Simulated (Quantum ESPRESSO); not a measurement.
```
CELL_PARAMETERS angstrom
      0.00000     4.54326     4.54326
      4.54326     0.00000     4.54326
      4.54326     4.54326     0.00000
ATOMIC_POSITIONS crystal
  F  0.73700 0.26300 0.26300
  F  0.26300 0.73700 0.73700
  F  0.26300 0.73700 0.26300
  F  0.73700 0.26300 0.73700
  F  0.26300 0.26300 0.73700
  F  0.73700 0.73700 0.26300
  Rb 0.75000 0.75000 0.75000
  Rb 0.25000 0.25000 0.25000
  Y  0.50000 0.50000 0.50000
  Ag 0.00000 0.00000 0.00000
```

The geometry is that of Materials Project entry mp-1110786, symmetrised and not relaxed again.

What does PBEsol (pw.x of Quantum ESPRESSO, ONCV potentials, without SOC) give for the electronic structure near the Fermi level?

The PBEsol gap is indirect, 2.68 eV, from L to Γ; the smallest direct gap is 2.95 eV. Another valence extremum on the path lies within 0.02 eV, too close to call. Spin-orbit splittings are left out.

The structure is a Materials Project entry; no match was found in the copy of COD used, and its stability was not checked.
